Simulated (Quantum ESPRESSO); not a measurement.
## Band energies of PbI2

```
PbI2
1.0
    4.61784     0.00000     0.00000
   -2.30892     3.99917     0.00000
    0.00000     0.00000    14.55123
I Pb
4 2
Cartesian
  2.30892   1.33306  12.67921
  0.00000   2.66611   5.40360
  0.00000   0.00000   1.87056
  0.00000   0.00000   9.14618
  2.30892   1.33306   7.27707
  0.00000   2.66611   0.00146
```

norm-conserving PBEsol (Quantum ESPRESSO, 70 Ry, no spin-orbit coupling); path ΓMKΓALHA,LM,KH; energies in eV from the valence-band maximum.

```csv
k (1/Å),point,band 24,band 25,band 26,band 27,band 28,band 29,band 30,band 31
0.00,Γ,-0.71,-0.63,-0.59,-0.59,0.00,2.25,2.45,3.27
0.20,,-0.69,-0.55,-0.53,-0.26,-0.04,2.65,2.80,3.20
0.39,,-0.76,-0.59,-0.56,-0.35,-0.11,2.74,3.19,3.64
0.59,,-0.84,-0.81,-0.61,-0.56,-0.39,2.87,3.28,3.76
0.79,M,-0.88,-0.81,-0.75,-0.63,-0.54,2.93,3.28,3.78
1.01,,-1.10,-0.78,-0.75,-0.35,-0.32,3.47,3.55,3.77
1.24,K,-1.07,-1.07,-0.67,-0.17,-0.17,3.44,3.71,3.71
1.60,,-0.94,-0.89,-0.66,-0.30,-0.06,3.37,3.53,3.61
1.78,,-0.86,-0.81,-0.53,-0.19,-0.07,3.14,3.19,3.22
1.96,,-0.70,-0.66,-0.53,-0.28,-0.03,2.65,2.77,3.15
2.15,Γ,-0.71,-0.63,-0.59,-0.59,0.00,2.25,2.45,3.27
2.15,A,-0.64,-0.64,-0.64,-0.23,-0.23,2.35,2.35,3.30
2.34,,-0.81,-0.61,-0.61,-0.10,-0.10,2.71,2.71,3.34
2.74,,-0.96,-0.72,-0.72,-0.46,-0.46,3.07,3.07,3.89
2.93,L,-1.13,-0.75,-0.75,-0.49,-0.49,3.06,3.06,3.94
3.08,,-1.08,-0.85,-0.85,-0.36,-0.36,3.27,3.27,3.88
3.23,,-1.08,-0.87,-0.87,-0.25,-0.25,3.59,3.59,3.88
3.39,H,-0.96,-0.96,-0.96,-0.25,-0.25,3.77,3.77,3.81
3.54,,-1.15,-0.79,-0.79,-0.23,-0.23,3.59,3.59,3.91
3.84,,-1.11,-0.62,-0.62,-0.16,-0.16,3.24,3.24,3.62
3.99,,-0.93,-0.63,-0.63,-0.10,-0.10,2.99,2.99,3.40
4.14,,-0.80,-0.62,-0.62,-0.12,-0.12,2.60,2.60,3.29
4.29,A,-0.64,-0.64,-0.64,-0.23,-0.23,2.35,2.35,3.30
4.29,L,-1.13,-0.75,-0.75,-0.49,-0.49,3.06,3.06,3.94
4.51,M,-0.88,-0.81,-0.75,-0.63,-0.54,2.93,3.28,3.78
4.51,K,-1.07,-1.07,-0.67,-0.17,-0.17,3.44,3.71,3.71
4.72,H,-0.96,-0.96,-0.96,-0.25,-0.25,3.77,3.77,3.81
```

The PBEsol gap is direct, 2.25 eV at Γ.

Spin-orbit coupling is left out; with 6p states at a band edge it can lower the gap by many tenths of an eV, most of a small gap.

Geometry of the Materials Project entry, not relaxed at this level.

This is not the ordinary phase of the substance.
